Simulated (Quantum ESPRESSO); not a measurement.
# Band energies of GeO2

```xyz
6
Lattice="4.4124 0.0000 0.0000 0.0000 4.4124 0.0000 0.0000 0.0000 2.8765" Properties=species:S:1:pos:R:3 pbc="T T T"
O      3.0632     3.0632     0.0000
O      1.3492     1.3492     0.0000
O      3.5554     0.8570     1.4383
O      0.8570     3.5554     1.4383
Ge     2.2062     2.2062     1.4383
Ge     0.0000     0.0000     0.0000
```

PBEsol (Quantum ESPRESSO, PseudoDojo norm-conserving, 84 Ry, with spin-orbit coupling); path ΓXMΓZRAZ,XR,MA; energies in eV from the valence-band maximum.

```
k (1/Å)  point  band 52  band 53  band 54  band 55  band 56  band 57  band 58  band 59
-------  -----  -------  -------  -------  -------  -------  -------  -------  -------
0.00         Γ     0.00     1.69     1.69     5.70     5.70     6.81     6.81     6.89
0.71         X    -0.84     4.76     4.76     4.76     4.76     7.57     7.57     7.57
1.42         M    -1.51     4.81     4.81     4.81     4.81     8.31     8.31     8.31
1.63              -1.29     4.61     4.61     4.97     4.97     8.10     8.10     8.24
2.43         Γ     0.00     1.69     1.69     5.70     5.70     6.81     6.81     6.89
2.98              -0.65     4.11     4.11     7.12     7.12     8.93     8.93     9.36
3.52         Z    -1.91     6.01     6.01     6.01     6.01    11.03    11.03    11.03
3.70              -1.88     6.03     6.03     6.04     6.04    10.15    10.15    10.26
4.24         R    -1.41     6.21     6.21     6.23     6.23     8.25     8.25     8.41
4.41              -1.37     5.81     5.81     5.81     5.81     8.67     8.67     8.80
4.95         A    -1.17     4.48     4.48     4.48     4.48     9.71     9.71     9.71
5.52              -1.53     5.54     5.54     6.16     6.16     8.54     8.54    10.78
5.95         Z    -1.91     6.01     6.01     6.01     6.01    11.03    11.03    11.03
5.95         X    -0.84     4.76     4.76     4.76     4.76     7.57     7.57     7.57
6.42              -1.06     5.66     5.66     5.66     5.66     9.41     9.41     9.45
7.05         R    -1.41     6.21     6.21     6.23     6.23     8.25     8.25     8.41
7.05         M    -1.51     4.81     4.81     4.81     4.81     8.31     8.31     8.31
7.51              -1.30     5.17     5.17     5.17     5.17     9.75     9.75     9.75
8.14         A    -1.17     4.48     4.48     4.48     4.48     9.71     9.71     9.71
```

The PBEsol gap is direct, 1.69 eV at Γ.

Geometry of the Materials Project entry, not relaxed at this level.
